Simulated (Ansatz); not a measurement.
Ta4C3: do energies and stresses tell the same story?

Theory: Ansatz 0.2.0, DFT PBEsol, scalar-relativistic, plane waves, PAW.

Plane waves to 420 eV, a k mesh through Γ of 8×8×8 on the computed 7-atom cell and Gaussian smearing (0.10 eV); no spin polarisation.

Relaxed cell: Pm-3m, a = 4.403 Å, b = 4.403 Å, c = 4.403 Å, α = 90.00°, β = 90.00°, γ = 90.00°, 7 atoms in the primitive cell. Whether it is the stable form of this composition wasn't checked.

Energies at zero smearing and pressures from the stress tensor, at volumes with shape and atoms relaxed:
| V (Å³/atom) | E − E(first) (meV/atom) | P (GPa) |
| --- | --- | --- |
| 10.728 | 0.00 | 51.70 |
| 11.094 | -99.13 | 35.65 |
| 11.459 | -164.38 | 21.89 |
| 11.825 | -200.52 | 10.10 |
| 12.191 | -211.70 | 0.00 |
| 12.556 | -201.52 | -8.66 |
| 12.922 | -173.05 | -16.07 |
| 13.410 | -111.14 | -24.31 |

Question: Check P = −dE/dV between neighbouring volumes, and get the bulk modulus from the pressures alone.

Answer: With 1 eV/Å³ = 160.2 GPa:
| middle V (Å³/atom) | −ΔE/ΔV (GPa) | mean P (GPa) |
| --- | --- | --- |
| 10.911 | 43.427 | 43.672 |
| 11.276 | 28.587 | 28.770 |
| 11.642 | 15.829 | 15.995 |
| 12.008 | 4.899 | 5.047 |
| 12.374 | -4.457 | -4.329 |
| 12.739 | -12.473 | -12.361 |
| 13.166 | -20.343 | -20.188 |

The two differ by 0.24 GPa at most. The mean of two end pressures misses the average over a step by about ΔV² P″/12, up to 0.20 GPa here; with that taken off 0.04 GPa remains. The stress is the derivative of the free energy, not of the energy at zero smearing, and with free energies 0.01 GPa remains. Around V = 12.191 Å³/atom, the two neighbours give B = −V ΔP/ΔV = 12.191 × 18.75 / 0.731 = 312.5 GPa, against B0 = 311.0 GPa from the Birch–Murnaghan fit of the energies.

Spin–orbit coupling is left out, which can shift energies with elements as heavy as these.